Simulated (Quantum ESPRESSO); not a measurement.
```cif
data_Se2Sn
_chemical_formula_sum 'Se2 Sn1'
_space_group_name_H-M_alt 'P-3m1'
_space_group_IT_number 164
_space_group_name_Hall '-P 3 2"'
_cell_length_a 3.84529
_cell_length_b 3.84529
_cell_length_c 5.99052
_cell_angle_alpha 90.000
_cell_angle_beta 90.000
_cell_angle_gamma 120.000
loop_
_atom_site_label
_atom_site_type_symbol
_atom_site_symmetry_multiplicity
_atom_site_Wyckoff_symbol
_atom_site_fract_x
_atom_site_fract_y
_atom_site_fract_z
_atom_site_occupancy
Se1 Se 2 d 0.33333 0.66667 0.26549 1
Sn1 Sn 1 a 0.00000 0.00000 0.00000 1
```

Cell and atoms were relaxed with PBE+D3(BJ) from Materials Project entry mp-665, within its symmetry.

**Question.** What does norm-conserving PBEsol (Quantum ESPRESSO, 86 Ry, with spin-orbit coupling) give for the electronic structure near the Fermi level?

**Answer.** The PBEsol gap is indirect, 0.33 eV, from 80 % of the way from K to Γ to 40 % of the way from L to M; the smallest direct gap is 0.62 eV.
